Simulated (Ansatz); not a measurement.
ZnO (wurtzite)

```cif
data_O2Zn2
_chemical_formula_sum 'Zn2 O2'
_space_group_name_H-M_alt 'P63mc'
_space_group_IT_number 186
_space_group_name_Hall 'P 6c -2c'
_cell_length_a 3.23524
_cell_length_b 3.23524
_cell_length_c 5.21128
_cell_angle_alpha 90.000
_cell_angle_beta 90.000
_cell_angle_gamma 120.000
loop_
_atom_site_label
_atom_site_type_symbol
_atom_site_symmetry_multiplicity
_atom_site_Wyckoff_symbol
_atom_site_fract_x
_atom_site_fract_y
_atom_site_fract_z
_atom_site_occupancy
Zn1 Zn 2 b 0.66667 0.33333 0.00243 1
O1 O 2 b 0.33333 0.66667 0.12277 1
```

Equation-of-state scan: isotropic scaling of the cell above, V₀ being its volume. The atoms relax within the cell's symmetry.

These are r2SCAN (plane waves to 500 eV, PAW, scalar-relativistic; Ansatz, an electronic-structure program) values and carry that method's errors. k mesh 12×12×7 (Γ-centred), Fermi-Dirac smearing 0.05 eV. E stands for the smeared free energy. Stress and pressure are positive under compression. With the shape held, the modulus is that of even scaling; a crystal free to change shape is softer. The PAW data are Ansatz's earlier set. ZnO was relaxed with its symmetry unable to fall. ΔE is measured from the relaxed starting cell.

The scan covers V/V₀ from 0.840 to 1.160 in 13 points.

### Question
What is the fitted pressure derivative B₀′?

### Answer
4.4.

### Question
What bulk modulus at fixed cell shape B₀ follows from a third-order Birch-Murnaghan fit?

### Answer
149 GPa.

(A scan under strain: stresses follow from slopes of the energy per volume, elastic moduli from its curvatures.)
